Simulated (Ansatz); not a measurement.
Input and command of a plane-wave DFT calculation in Ansatz:

```yaml
crystal:
  lattice:
    - [3.6539909677, 0.0, 0.0]
    - [-1.8269954838, 3.1644490032, 0.0]
    - [0.0, 0.0, 5.96938]
  atoms:
    - { symbol: Na, position: [0.3333333333, 0.6666666667, 0.25] }
    - { symbol: Na, position: [0.6666666667, 0.3333333333, 0.75] }
basis:
  ecutwfc: 420
kpoints:
  mp_grid: { grid: [12, 12, 8] }
hamiltonian:
  xc: pbesol
scf:
  occupations: { method: gaussian, width: 0.15 }
output:
  forces: true
  stress: true
  eigenvalues: true
```

```bash
ansatz run input.yaml --threads 1 --pin off --max-ram 2560MiB --backend cpu --events-out ev --progress --plain --runs-dir out
```

Processor: Arm Neoverse N1, 1 thread, on a host shared with other jobs.

Problem. Estimate time, memory and problem size.

Solution. About 7 s on 1 thread of Arm Neoverse N1, with other jobs on the host, peak memory 0.34 GiB. It solves 13 bands at 95 k points (the mesh reduced by symmetry) with about 1315 plane waves, in 6 SCF iterations.
